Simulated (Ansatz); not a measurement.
TlHg (CsCl type, Pm-3m) at seven volumes, PBEsol in the plane-wave PAW code Ansatz, scaled uniformly. One row is withheld.

```tsv
V (Å³/atom)	P (GPa)
23.961	4.62
24.751	2.77
25.540	1.26
26.330	0.00
27.120	-1.02
27.910	-1.84
28.700	?
```

Problem. Fit the shown pressures and predict the withheld one.

Solution. P = (3/2)B₀(x^(7/2) − x^(5/2))[1 + (3/4)(B′ − 4)(x − 1)] with x = (V₀/V)^(2/3). Least squares on the six rows gives V₀ = 26.334 Å³/atom, B₀ = 37.5 GPa, B′ = 5.67. At V = 28.700, x = 0.9443 and P = -2.53 GPa. The run itself gave -2.49 GPa.

The workflow started from an entry of the Crystallography Open Database (COD). Whether it is the stable phase at ambient conditions was not checked. The cell was relaxed with PBEsol under the symmetry of its start. At this level the phase is mechanically unstable. Spin–orbit coupling is left out wherever it is not named.

Potentials: the later of the program's two PAW sets.
